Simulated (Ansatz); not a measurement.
## Cr (Im-3m): ferro- and antiferromagnetic starts

```
Cr
1.0
     0.00000    2.88390    2.88390
     2.88390    0.00000    2.88390
     2.88390    2.88390    0.00000
Cr
4
Direct
  0.00000 0.00000 0.00000
  0.25000 0.25000 0.25000
  0.50000 0.50000 0.50000
  0.75000 0.75000 0.75000
```

The source of the geometry is a structure as deposited in COD, repeated to hold the magnetic orders; atoms and cell stay fixed.

The runs share r²SCAN, 9×9×9 k mesh, Fermi–Dirac smearing of 0.08 eV. PAW means Ansatz 0.2.0 on its default frozen-core files; AE-PAW is all-electron PAW in Ansatz 0.2.0 on datasets made for the crystal. Site moments are integrated in spheres about the atoms, whose radii differ between the methods. Start moments of the first PAW run (μB): Cr1 3, Cr2 3, Cr3 3, Cr4 3.

Energies count from the run that starts all moments parallel. Patterns list the atoms that start with 0.5 μB or more.

```
                 start  ΔF PAW (meV/atom)  ΔF AE-PAW (meV/atom)  largest moment, PAW (μB)  M, PAW (μB/cell)  order at the end, PAW  P, PAW (GPa)
Cr1↑, Cr2↑, Cr3↑, Cr4↑                0.0                   0.0                      0.00              0.00           moments lost         -14.0
Cr1↑, Cr2↑, Cr3↓, Cr4↓                0.0                   0.0                      0.00              0.00           moments lost         -14.0
Cr1↑, Cr2↑, Cr3↑, Cr4↓             -259.1                -265.8                      2.16              0.00                changed          10.1
Cr1↑, Cr2↓, Cr3↑, Cr4↓             -259.1                     –                      2.16              0.00                   kept          10.1
  no spin polarisation                0.0                     –                      0.00              0.00                      –         -14.0
```

The lowest of these ends as follows. Site moments (μB): Cr1 2.16, Cr2 -2.16, Cr3 2.16, Cr4 -2.16. Cell moment 0.00 μB. Orders of other supercells weren't tried and can lie lower.

The start Cr1↑, Cr2↑, Cr3↑, Cr4↓ ends so. Site moments (μB): Cr1 2.16, Cr2 -2.16, Cr3 2.16, Cr4 -2.16. Cell moment 0.00 μB.

The PAW files were made with PBE; the program remakes their cores once for the run's functional and then keeps them frozen. This cell lies far from its zero-pressure volume, so the numbers describe the cell as given rather than the relaxed compound. The Ansatz runs typed with the search for lower states off end where their start leads. r²SCAN is known to give itinerant transition metals moments and polarisation energies that are too large. The magnetic state is the one that this cell and start allow. It needn't be the compound's measured order, which may need a larger cell or be absent.
